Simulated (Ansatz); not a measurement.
The cell below belongs to a search over invented structures; it isn't taken from experiment.

Input and command of a plane-wave DFT calculation in Ansatz:

```yaml
crystal:
  lattice:
    - [2.9906569666, 0.0, 0.0]
    - [0.0, 2.9906569666, 0.0]
    - [0.0, 0.0, 9.1957966233]
  atoms:
    - { symbol: Mn, position: [0.0, 0.0, 0.5518347027] }
    - { symbol: Bi, position: [0.0, 0.0, 0.9556638684] }
    - { symbol: W, position: [0.5, 0.5, 0.7051356083] }
    - { symbol: W, position: [0.5, 0.5, 0.3665721142] }
    - { symbol: "N", position: [0.0, 0.0, 0.3413113862] }
basis:
  ecutwfc: 420
kpoints:
  mp_grid: { grid: [10, 10, 4] }
  band_path:
    path:
      - [[0.0, 0.0, 0.0], [0.0, 0.5, 0.0], [0.5, 0.5, 0.0], [0.0, 0.0, 0.0], [0.0, 0.0, 0.5], [0.0, 0.5, 0.5], [0.5, 0.5, 0.5], [0.0, 0.0, 0.5]]
      - [[0.0, 0.5, 0.0], [0.0, 0.5, 0.5]]
      - [[0.5, 0.5, 0.0], [0.5, 0.5, 0.5]]
    npoints: 10
hamiltonian:
  xc: pbe
scf:
  occupations: { method: gaussian, width: 0.1 }
output:
  forces: true
  stress: true
  eigenvalues: true
  populations: true
  dos: { projected: true, de: 0.02 }
  bader: false
  write_density: true
  write_potential: true
  elf: true
  volumetric_format: npy
magnetization:
  noncollinear: true
  spin_orbit: true
```

```bash
ansatz run input.yaml --threads 1 --pin off --max-ram 2560MiB --backend cpu --events-out ev --progress --plain --runs-dir out
```

Processor: Intel(R) Xeon(R) Platinum 8375C CPU @ 2.90GHz (Ice Lake), 1 thread, on a host shared with other jobs.

Q: How long does it run, and how much memory does it take?

A: About 3.2 min, peak memory 1.1 GiB. It solves 76 bands at 63 k points (after reduction by symmetry) with about 1539 plane waves, in 17 SCF iterations.
